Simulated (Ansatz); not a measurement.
The start is a generated cell, MgO built in the AFLOW prototype AB_mC8_15_c_e (B26, as in CuO). The structure is fully relaxed (lattice and positions, P = 0) with PBE (plane waves to 420 eV, PAW, scalar-relativistic; Ansatz, a program for electronic structure). The first steps use a coarse 8×8×5 k-mesh.

The start:
```yaml
crystal:
  lattice:
    - [2.59608, -1.89708, 0.00000]
    - [2.59608, 1.89708, 0.00000]
    - [-2.32020, 0.00000, 4.90691]
  atoms:
    - { symbol: Mg, position: [0.50000, 0.50000, 0.00000] }
    - { symbol: Mg, position: [0.50000, 0.50000, 0.50000] }
    - { symbol: O, position: [0.16840, 0.83160, 0.25000] }
    - { symbol: O, position: [0.83160, 0.16840, 0.75000] }
```

Initial pressure: +4.7 GPa (positive: the cell is compressed)
Outcome: The space group goes from C2/c (No. 15) to Fm-3m (No. 225); the end is rock salt type, with 2 atoms in the primitive cell
Energy released: 0.76 eV/atom
Volume change: -20.3 %, from 12.08 to 9.63 Å³/atom
Shortest distances (start → end): The closest pairs of elements (up to four, under 3.6 Å), start → end: Mg–O 1.85 → 2.13 Å; Mg–Mg 2.71 → 3.01 Å; O–O 2.91 → 3.01 Å
Optimiser moves: 10

Final values are on a 13×13×13 k-mesh of the relaxed cell. No spin polarisation in the result.

The run could not lose the symmetry of its start.
